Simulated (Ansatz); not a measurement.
According to plane-wave PAW PBE+D3(BJ) (Ansatz code), Al12Si in the cubic phase (Fm-3; Si on 4a, Al on 48h) relaxes to a = 9.876 Å. Its formation energy from the elements is 0.34 eV/atom, with no fitted shifts.

Electronic character: metallic (no gap).

The start of the workflow was typed in or built on a structure type; neither database checked (COD, Materials Project) lists it. Whether it is the stable phase at ambient conditions was not checked. The cell was relaxed with PBE+D3(BJ) under the symmetry of its start; its stability against distortions is not shown here. The volume moved by -43 % from the start of the relaxation. Its formation energy is positive at this level, so the cell may be metastable or incomplete. The references are the lowest solids computed at this level, not always the standard phases.

Potentials: the earlier of the program's two PAW sets.
